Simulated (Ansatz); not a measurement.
# ZnS: the gap against volume

ZnS, P6_3mc, a = 3.810 Å, c = 24.909 Å. The compound has several low-lying forms, and this is one of them. Ansatz: r2SCAN, PAW, 500 eV, Γ-centred 6×6×1 mesh on 16 atoms, Gaussian smearing 0.02 eV; no spin polarisation. Shape and atoms are relaxed at each volume; x = ln(V/V0) with V0 = 19.570 Å³/atom. The gap is read at the mesh points alone.

```
      x gap y (eV)
-0.1278       3.329
-0.0943       3.167
-0.0619       3.012
-0.0305       2.864
 0.0000       2.721
 0.0296       2.585
 0.0583       2.454
 0.0953           ?
```

Fit a straight line to the other rows, give the volume deformation potential of the gap and its pressure coefficient, and predict the missing gap. B0 = 78.5 GPa.

Means x = -0.03237, y = 2.8760; Σ(Δx)² = 0.02693, ΣΔxΔy = -0.1266; the slope is their ratio. y = 2.7238 − 4.7017 x. The slope is the deformation potential a = dE_g/d ln V = -4.70 eV, and dE_g/dP = −a/B0 = 59.9 meV/GPa. At x = 0.0953 the fit asked for gives 2.276 eV. The run gave 2.289 eV, so the fit is 0.013 eV too low, 1.3 % of the span of the series, against an rms of 0.003 eV on the fitted rows. The row lies outside the fitted range. With a term in x² added, a fit to the same known rows predicts 2.287 eV, so most of the miss is curvature that the known rows already hold.

Semilocal functionals give gaps under the measured ones; changes of the gap mostly carry over better.

Cost: 8 runs of about 24 core-minutes in all, on Intel Xeon Processor @ 2.50GHz (Skylake/Cascade Lake) (shared hosts).